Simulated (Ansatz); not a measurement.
NbB2 (MoSi2 or CaC2 type, I4/mmm) under volume change, the program Ansatz at the PBEsol level (PAW), shape and atoms relaxed at each volume.

| V (Å³/atom) | E − E(relaxed) (meV/atom) | P (GPa) |
|---|---|---|
| 9.679 | 67.4 | 24.37 |
| 9.998 | … | … |
| 10.317 | 6.7 | 6.95 |
| 10.636 | 0.0 | 0.00 |
| 10.955 | … | … |
| 11.274 | 23.2 | -11.11 |
| 11.593 | 49.9 | -15.52 |

Question: Some entries are withheld; supply them.

Answer: 
- 9.998, E − E(relaxed) (meV/atom): 28.4
- 9.998, P (GPa): 15.01
- 10.955, E − E(relaxed) (meV/atom): 6.1
- 10.955, P (GPa): -5.98

Question: What does a third-order Birch–Murnaghan fit give for V₀, B₀ and B′?

Answer: V₀ = 10.64 Å³/atom, B₀ = 214 GPa, B′ = 4.0.

The cell is a constructed one: a structure type filled with these elements; neither database checked (COD, Materials Project) lists it. COD files the formula under space group No. 191. Its standing as an ambient phase is unchecked. The cell was relaxed with PBEsol under the symmetry of its start; whether a distortion lowers the energy is not shown. The run is not spin-polarised.

Potentials: the earlier of the program's two PAW sets. The files were generated under PBE; for other functionals the program regenerates the frozen cores, and for LDA and PBEsol the local potential too.
